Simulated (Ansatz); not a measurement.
This run works on a generated trial structure, not on a known crystal.

Input and command of a plane-wave DFT calculation in Ansatz:

```yaml
crystal:
  lattice:
    - [3.1145236261, 0.0, 0.0]
    - [-1.557261813, 2.6972565809, 0.0]
    - [0.0, 0.0, 22.116192563]
  atoms:
    - { symbol: Cu, position: [0.3333333333, 0.6666666667, 0.6757515976] }
    - { symbol: Cu, position: [0.3333333333, 0.6666666667, 0.3242484024] }
    - { symbol: Cu, position: [0.6666666667, 0.3333333333, 0.7538561778] }
    - { symbol: Cu, position: [0.6666666667, 0.3333333333, 0.2461438222] }
    - { symbol: Cu, position: [0.6666666667, 0.3333333333, 0.4032657024] }
    - { symbol: Cu, position: [0.6666666667, 0.3333333333, 0.5967342976] }
    - { symbol: Sn, position: [0.3333333333, 0.6666666667, 0.8526030478] }
    - { symbol: Sn, position: [0.3333333333, 0.6666666667, 0.1473969522] }
    - { symbol: Sn, position: [0.3333333333, 0.6666666667, 0.5] }
    - { symbol: Sn, position: [0.6666666667, 0.3333333333, 0.0] }
basis:
  ecutwfc: 420
kpoints:
  mp_grid: { grid: [12, 12, 2] }
hamiltonian:
  xc: pbe
scf:
  occupations: { method: gaussian, width: 0.1 }
output:
  forces: true
  stress: true
  eigenvalues: true
relax:
  adjacent_minimum: "off"
  f_tol: 0.01
  max_steps: 80
  cell: { stress_tol: 0.05 }
```

```bash
ansatz run input.yaml --threads 1 --pin off --max-ram 2560MiB --backend cpu --events-out ev --progress --plain --runs-dir out
```

Processor: Intel(R) Xeon(R) Processor @ 2.50GHz (Skylake/Cascade Lake), 1 thread, on a host shared with other jobs.

How long does it run, and how much memory does it take?

About 50 min, peak memory 0.98 GiB. It solves 102 bands at 38 k points (after reduction by symmetry) with about 3871 plane waves (on the last cell), in 205 SCF iterations over 22 ionic steps.
